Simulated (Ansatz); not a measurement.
K2NaGaP2:
```yaml
crystal:
  lattice:
    - [-3.28428, 7.19068, 3.17154]
    - [3.28428, -7.19068, 3.17154]
    - [3.28428, 7.19068, -3.17154]
  atoms:
    - { symbol: K, position: [0.67426, 0.74665, 0.42091] }
    - { symbol: K, position: [0.32574, 0.25335, 0.57909] }
    - { symbol: K, position: [0.82574, 0.24665, 0.07239] }
    - { symbol: K, position: [0.17426, 0.75335, 0.92761] }
    - { symbol: Na, position: [0.75000, 0.75000, 0.00000] }
    - { symbol: Na, position: [0.25000, 0.25000, 0.00000] }
    - { symbol: Ga, position: [0.25000, 0.75000, 0.50000] }
    - { symbol: Ga, position: [0.75000, 0.25000, 0.50000] }
    - { symbol: P, position: [0.90734, 0.69909, 0.60643] }
    - { symbol: P, position: [0.09266, 0.30091, 0.39357] }
    - { symbol: P, position: [0.59266, 0.19909, 0.79174] }
    - { symbol: P, position: [0.40734, 0.80091, 0.20826] }
```

Relaxed with PBEsol.

Give the Bader charges and basin volumes of the independent atoms, DFT-PBEsol in the program Ansatz with PAW potentials.



```
atom  Bader charge (e)  Bader volume (Å³)
----  ----------------  -----------------
K1               +0.72               23.5
Na5              +0.76                9.9
Ga7              +0.65               15.5
P9               -1.43               38.7
```

Space group Ibam. The first step of the workflow began from a Materials Project structure, measured or hypothetical; the Crystallography Open Database files this formula in space group No. 72, but the cells were not matched. Its standing as an ambient phase is unchecked. Symmetry was held in the PBEsol relaxation; whether a distortion lowers the energy is not shown. Scalar-relativistic: spin–orbit coupling is off unless named, which matters more the heavier the elements.

Potentials: the later of the program's two PAW sets.
